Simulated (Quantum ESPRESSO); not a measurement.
# One change at a time to CuLiPt2Ti4

All numbers below are calculated, not measured. They come from Quantum ESPRESSO 7.5, a public plane-wave density functional program. Each row is one single-point run on a made-up periodic cell of eight metal atoms, with elements, volume, strain and displacements drawn at random and not relaxed, so a cell may be unstable or far from any real phase. There is no spin polarisation or spin-orbit coupling.

Settings: PBE unless stated; PseudoDojo standard norm-conserving files; Fermi-Dirac width 0.25 eV, which means electrons at about 2900 K; cutoff 1252 eV; 8 x 4 x 4 k mesh shifted half a step off Gamma. E is the free energy of the whole cell (internal energy minus TS), so a -TS column is already part of it. Stress is positive in tension, and the pressure P is minus a third of its trace.

Checks: one run of this series was repeated at a higher cutoff and on a denser mesh, which moved values by no more than 0.006 eV, 0.13 GPa and 0.009 eV/Å, and a second program with other atomic files agreed on it to 2 % rms in force and 0.5 GPa in pressure. Known limits: the copper pseudopotential is less sure than most, with forces differing by about three percent and pressure by about two GPa from a second method on plain copper; heavy elements are run without spin-orbit coupling, which real alloys of them have; a spin test at this wide smearing found no moment, but such smearing suppresses magnetism that the real alloy may have.

The lattice is hexagonal close-packed, and the cell vectors in Å are (-2.806, -0.001, 0.034); (0.057, 4.873, -4.402); (0.052, -4.878, -4.407), a volume of 120.47 Å³ in run 1. The elements on sites 1 to 8 are Ti Ti Ti Pt Pt Ti Li Cu. Each later run makes one change to run 1 and keeps the rest. E is counted from run 1, and is n/a where other atomic files have another zero of energy.

```
run,change,V (Å³),P (GPa),-TS (eV),rms force (eV/Å),largest change of a force component (eV/Å),E (eV)
1,none,120.47,7.32,-1.751,0.829,0.000,0.000
2,sites 5 and 6 exchanged,120.47,7.79,-1.657,0.941,1.430,-0.280
3,all lengths scaled by +1.03 %,124.23,2.87,-1.803,0.748,0.282,?
4,LDA in place of PBE,120.47,-3.11,-1.764,0.732,0.330,n/a
5,W on site 3,120.47,7.14,-1.635,0.887,0.542,n/a
6,site 6 moved by -0.13 Å along x,120.47,7.23,-1.763,0.821,0.494,0.032
```

## Worked estimate

Along a uniform scaling dE = -P dV. The mean of the two pressures is 5.095 GPa and the volume changes by 3.76 Å³, with 160.2 GPa to one eV/Å³. The same two rows give -V dP/dV = 145 GPa for this cell with clamped atoms, which is not the bulk modulus of a real alloy.

## Withheld value

Question: what E should run 3 give?

The estimate is -0.120 eV. The calculation gave -0.118 eV.
